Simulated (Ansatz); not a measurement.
Computed with Ansatz, not measured. Plane-wave DFT: an element X is put into a periodic supercell of the crystal below and the atoms relax. X is one of the candidates, and is told by the neutral defect's formation energy over the elements (uncorrected), its moments where the run had spin, and its relaxed neighbours, eight at most.

```
cell
1.0
    -2.1367    2.1367    4.9285
     2.1367   -2.1367    4.9285
     2.1367    2.1367   -4.9285
La Rh Si
1 1 3
Direct
  0.9999 0.9999 0.0000
  0.6545 0.6545 0.0000
  0.4114 0.4114 0.0000
  0.2621 0.7621 0.5000
  0.7621 0.2621 0.5000
```

host atoms in supercell: 25
functional: r2SCAN
wave cutoff: 500 eV
k mesh: 3, 3, 3
k shift: 0, 0, 0 mesh steps
gaussian smearing: 0.05 eV
start displacement: 0.05 angstrom
electrons started on: no chosen atoms
candidate elements: N, Ca, Cu, Zr, Nb, In
found formation energy: 4.741 eV
found largest move from host sites: 1.361 angstrom

| supercell vector | supercell times a (host cell vectors) | supercell times b (host cell vectors) | supercell times c (host cell vectors) |
| --- | --- | --- | --- |
| A | -1 | -2 | -2 |
| B | -1 | 1 | -1 |
| C | 2 | 0 | 1 |

```csv
change element,change kind,change place a (host cell vectors),change place b (host cell vectors),change place c (host cell vectors)
X,on La,-0.0001,-0.0001,-1
```

```tsv
found neighbour element	found neighbour distance (angstrom)
Si	2.491
Si	2.491
Si	2.495
Si	2.497
Si	2.692
Rh	2.994
Rh	2.999
Rh	3.009
```

Task: Which element is X?

Result: Cu.

Caveats: one random start near the defect, so other minima are possible; the supercell is small.
